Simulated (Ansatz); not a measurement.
**How much do the gradients of MgI2 depend on the method?**

Cell: a refined structure from the COD, its atoms then relaxed with PBE in this cell.

```yaml
crystal:
  lattice:
    - [4.15370, 0.00000, 0.00000]
    - [-2.07685, 3.59721, 0.00000]
    - [0.00000, 0.00000, 6.86200]
  atoms:
    - { symbol: Mg, position: [0.00000, 0.00000, 0.00000] }
    - { symbol: I, position: [0.33333, 0.66667, 0.75661] }
    - { symbol: I, position: [0.66667, 0.33333, 0.24339] }
```

Atom numbers follow the list; atoms alike are taken as one site, whose name carries the number of the first.

First run. The numbers come from a DFT calculation in Ansatz (PBE, plane waves and PAW, scalar-relativistic, 420 eV cutoff, Γ-centred 8×8×4 k-points, Fermi–Dirac smearing 0.02 eV).

| site | atom | V_zz (10²¹ V/m²) | η |
| --- | --- | --- | --- |
| I | 2 | -4.67 | 0.00 |

Second run. The same atoms and settings, except that the functional is r2SCAN and the cutoff is 500 eV.

Q: What does the second run give?

A: 

```csv
site,atom,V_zz,η,change of V_zz
I,2,-4.36,0.00,+0.31
```

The largest change of V_zz is on I, from -4.67 to -4.36. In per cent, |V_zz| changes by -7 on I (all sites that start above 0.5). Sites with |V_zz| of 0.02 or less aren't listed.

Without spin–orbit coupling the gradients at and beside I can be off by some per cent, at some sites by more.
For the second run: With these PAW files V_zz is typically within 2 to 3 % of all-electron values, but misses above 10 % occur on I.
